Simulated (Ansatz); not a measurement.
Total density of states per atom from plane-wave PAW LDA (Ansatz code), in 0.25 eV bins, energy from the Fermi level:

(E (eV), states/eV/atom): (-6.25, 0.00); (-6.00, 0.03); (-5.75, 0.05); (-5.50, 0.07); (-5.25, 0.08); (-5.00, 0.10); (-4.75, 0.12); (-4.50, 0.14); (-4.25, 0.16); (-4.00, 0.18); (-3.75, 0.23); (-3.50, 0.24); (-3.25, 0.31); (-3.00, 0.43); (-2.75, 1.06); (-2.50, 0.63); (-2.25, 1.30); (-2.00, 1.12); (-1.75, 1.48); (-1.50, 1.12); (-1.25, 1.43); (-1.00, 1.38); (-0.75, 1.73); (-0.50, 1.52); (-0.25, 0.69); (0.00, 0.95); (0.25, 1.52); (0.50, 1.43); (0.75, 1.64); (1.00, 2.08); (1.25, 2.79); (1.50, 1.19); (1.75, 1.17)

### Question
Which of these materials gives this?
A. Ir, fcc (Cu type)
B. TiTe2, R3m (Ti on 3a, Te on 3a, Te on 3a)
C. Zr, P6/mmm (Zr on 1b, Zr on 2c)
D. Ti, P6/mmm (Ti on 1a, Ti on 2d)

### Answer
D, Ti, P6/mmm (Ti on 1a, Ti on 2d). Within 0.5 eV of the Fermi level: Ti 3d 90 %, Ti 4s 5 %. Projections are on Löwdin-orthogonalised atomic valence shells; empty p or d shells of many metals are not among them.

This is a known high-pressure phase of the composition, computed here at zero pressure and temperature. Symmetry was held in the LDA relaxation; whether a distortion lowers the energy is not shown. No spin polarisation was allowed.

Potentials: the earlier of the program's two PAW sets. The files were generated under PBE; for other functionals the program regenerates the frozen cores, and for LDA and PBEsol the local potential too.
